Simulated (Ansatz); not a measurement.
**Stiffness of Rh from strained cells**

```yaml
crystal:
  lattice:
    - [0.00000, 1.90155, 1.90155]
    - [1.90155, 0.00000, 1.90155]
    - [1.90155, 1.90155, 0.00000]
  atoms:
    - { symbol: Rh, position: [0.00000, 0.00000, 0.00000] }
```

The cell comes from COD entry 9008482, which wasn't checked; take it as a given geometry.

The calculation used DFT, PBEsol, all-electron LAPW, scalar-relativistic in Ansatz 0.2.0.

Sampling and basis: a Γ-centred 16×16×16 k mesh, Fermi–Dirac smearing of 0.08 eV, basis error target 1 meV/atom, no spin polarisation.

The unstrained cell is at -4.89 GPa. Large strains and very small stresses are left out. Each strain is applied once, with fractional coordinates held (clamped ions), and σ below is the change of stress, positive in tension. One finite strain gives stress–strain coefficients at this pressure with an error of the order of the strain times third-order constants, a few per cent for each per cent of strain. In a metal the k mesh adds noise of tens of per cent to soft shears.

**Question.** Estimate the stiffness probed by this change, and the stress that it gives: equal xy, yz and zx engineering shear strains of -1 %.

**Answer.** σxy = -1.97 GPa and γxy = 2εxy = -0.0100, so C44 (clamped ions) = σxy/γxy = 197 GPa.

**Question.** With equal xy, yz and zx engineering shear strains of +1 %, the run gives σxy = 1.94 GPa and γxy = 2εxy = 0.0100. Which stiffness follows?

**Answer.** C44 (clamped ions) = σxy/γxy = 194 GPa.
